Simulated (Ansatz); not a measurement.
Structure types of Sc were relaxed at one common pressure (all-electron LAPW in Ansatz 0.2.0 under LDA, scalar-relativistic, no spin polarisation, zero temperature). They take these volumes:

```
            type  space group  V (Å³/atom)
             fcc        Fm-3m        13.59
             bcc        Im-3m        13.64
             hcp     P6_3/mmc        13.73
           omega       P6/mmm        13.50
        beta tin     I4_1/amd        12.90
simple hexagonal       P6/mmm        13.23
```

Task: At about which pressure, and is the densest type also the lowest in enthalpy?

Result: 61 GPa. The densest is beta tin, and it is 104 meV/atom above omega: its gain in pV doesn't pay for its higher energy here.
